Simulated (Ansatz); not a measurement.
BaTiO3:
Space group Amm2 (No. 38); a = 3.924 Å, b = 5.588 Å, c = 5.598 Å, α = 90.00°, β = 90.00°, γ = 90.00°

| atom | site | symmetry | x | y | z |
|---|---|---|---|---|---|
| Ba | 2a | mm2 | 0.0000 | 0.0000 | 0.9983 |
| Ti | 2b | mm2 | 0.5000 | 0.5000 | 0.9883 |
| O | 4e | m.. | 0.5000 | 0.2472 | 0.2617 |
| O | 2a | mm2 | 0.0000 | 0.0000 | 0.5101 |
(The calculation used a cell of 5 atoms; values per cell refer to that cell.)

Relaxed with LDA.

Question: Give the optical modes at the zone centre with their infrared and Raman activity from DFPT, LDA in the plane-wave PAW code Ansatz.

Answer: Transverse frequencies, without the LO–TO term; a row sums one degenerate level.

```csv
ω (cm⁻¹),degeneracy,IR ((D/Å)²/amu),Raman (Å⁴/amu),activity,symmetry
69i,1,77.58,120,IR+Raman,B1
169,1,32.06,64,IR+Raman,B2
176,1,8.64,21,IR+Raman,A1
179,1,1.59,0.21,IR+Raman,B1
197,1,38.45,250,IR+Raman,B2
236,1,50.44,1200,IR+Raman,A1
283,1,0.10,0.080,IR+Raman,B2
289,1,0.00,16,Raman,A2
296,1,0.05,18,IR+Raman,A1
481,1,4.95,12,IR+Raman,B1
485,1,7.70,87,IR+Raman,B2
510,1,8.97,730,IR+Raman,A1
```

Question: How high does the top mode go among those that the LO–TO term moves?

Answer: 686 cm⁻¹ for q along x, 706 cm⁻¹ for q along y, 700 cm⁻¹ for q along z.

This is a known low-temperature phase of the composition, computed here at zero pressure and temperature. The LDA relaxation kept the symmetry of its start. At this level the phase is dynamically unstable (imaginary phonons). No spin polarisation was allowed. Spin–orbit coupling is left out wherever it is not named.

Potentials: the earlier of the program's two PAW sets.
